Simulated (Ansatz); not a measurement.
Here is the system:

LuPd (CsCl type, Pm-3m), a = b = c = 3.4164 Å, α = β = γ = 90.00°.

This is the r²SCAN-relaxed structure.

Q: All from plane-wave PAW r²SCAN (Ansatz code), unless another level is named. Give the density of states at the Fermi level.

A: 0.54 states/eV per atom (mean over ±0.08 eV).

Q: And the formation energy from the elements (no fitted shifts)?

A: -0.96 eV/atom.

The first step of the workflow began from a Materials Project structure, measured or hypothetical; the Crystallography Open Database files this formula in space group No. 221, but the cells were not matched. Whether it is the stable phase at ambient conditions was not checked. Symmetry was held in the r²SCAN relaxation; whether a distortion lowers the energy is not shown. No spin polarisation was allowed. The references are the lowest solids computed at this level, not always the standard phases. Scalar-relativistic: spin–orbit coupling is off unless named, which matters more the heavier the elements.

Potentials: the later of the program's two PAW sets.
